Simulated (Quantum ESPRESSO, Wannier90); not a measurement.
KTaO3 (cubic perovskite): Wannier90 run

```yaml
crystal:
  lattice:
    - [3.99488, 0.00000, 0.00000]
    - [0.00000, 3.99488, 0.00000]
    - [0.00000, 0.00000, 3.99488]
  atoms:
    - { symbol: K, position: [0.50000, 0.50000, 0.50000] }
    - { symbol: Ta, position: [0.00000, 0.00000, 0.00000] }
    - { symbol: O, position: [0.00000, 0.50000, 0.00000] }
    - { symbol: O, position: [0.50000, 0.00000, 0.00000] }
    - { symbol: O, position: [0.00000, 0.00000, 0.50000] }
```

Materials Project entry mp-3614; symmetrised, unrelaxed at this level. COD (Crystallography Open Database) records the formula in this space group. Ideal cubic forms of this type are often high-temperature phases that distort on cooling; symmetry holds the cell here, and its stability was not tested. Level: PBEsol, no spin polarisation, no spin-orbit coupling; pw.x of Quantum ESPRESSO at 68 Ry with PseudoDojo potentials, 8×8×8 k-points, Wannier90. Density: 8×8×8 mesh, cold smearing 0.01 Ry. Spin-orbit coupling is left out although heavy elements are present.

Base run: 14 functions from bands 12-38 of the 38 computed, start hydrogen-like Ta: d; O: p, centres 0.05 Å off the atoms, frozen window up to 3.64 eV relative to the valence-band maximum, outer window open. One thing is changed at a time; window edges are relative to the valence-band maximum. The misfit compares interpolated bands with pw.x on a high-symmetry path, for states up to 3.1 eV relative to the valence-band maximum. Converged means that the tolerances were met: symmetric starts can stop on a saddle, which shows as a larger Ω_OD at equal Ω_I and can move the misfit too.

| setting | functions | frozen to (eV) | Ω_I (Å²) | Ω_D (Å²) | Ω_OD (Å²) | rms misfit (meV) | worst (meV) | ended |
|---|---|---|---|---|---|---|---|---|
| base | 14 | 3.64 | 13.58 | 0.00 | 0.21 | 0.5 | 4.3 | converged |

Question: Starting from this base row, predict which settings stop with an error, and how Ω_I and the misfit move in the others: frozen window to 7.64 eV; frozen window to 3.14 eV; frozen window to 5.64 eV; no frozen window; outer window to 9.03 eV.

Answer: 
```
setting                   functions  frozen to (eV)  Ω_I (Å²)  Ω_D (Å²)  Ω_OD (Å²)  rms misfit (meV)  worst (meV)                               ended
------------------------  ---------  --------------  --------  --------  ---------  ----------------  -----------  ----------------------------------
frozen window to 7.64 eV         14            7.64         –         –          –                 –            –       stops: too many frozen states
frozen window to 3.14 eV         14            3.14     13.56      0.00       0.20               1.0           16                           converged
frozen window to 5.64 eV         14            5.64     14.14      0.00       0.27               0.2          0.6                           converged
no frozen window                 14            none     10.95      0.00       0.05               898         2501                           converged
outer window to 9.03 eV          14            3.64         –         –          –                 –            –  stops: too few bands in the window
```

Runs of this sweep that didn't settle are not listed.
